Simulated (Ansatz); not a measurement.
AsRu (CsCl type, space group No. 221) at seven volumes, PBEsol (plane waves, PAW; program Ansatz), scaled uniformly. One row is withheld.

```tsv
V (Å³/atom)	P (GPa)
12.782	26.28
13.203	?
13.624	7.14
14.046	0.00
14.467	-5.92
14.889	-11.08
15.310	-15.41
```

Q: Fit the shown pressures and predict the withheld one.

A: Third-order Birch–Murnaghan: P = (3/2)B₀(x^(7/2) − x^(5/2))[1 + (3/4)(B′ − 4)(x − 1)] with x = (V₀/V)^(2/3). Least squares on the six rows gives V₀ = 14.046 Å³/atom, B₀ = 220.2 GPa, B′ = 4.95. At V = 13.203, x = 1.0421 and P = 15.89 GPa. The run itself gave 15.83 GPa.

Space group Pm-3m (CsCl type). A made-up cell: these elements were put on the sites of a structure type; neither database checked (COD, Materials Project) lists it. Whether it is the stable phase at ambient conditions was not checked. The cell was relaxed with PBEsol under the symmetry of its start; whether a distortion lowers the energy is not shown. No spin polarisation was allowed.

Potentials: the earlier of the program's two PAW sets. The files were generated under PBE; for other functionals the program regenerates the frozen cores, and for LDA and PBEsol the local potential too.
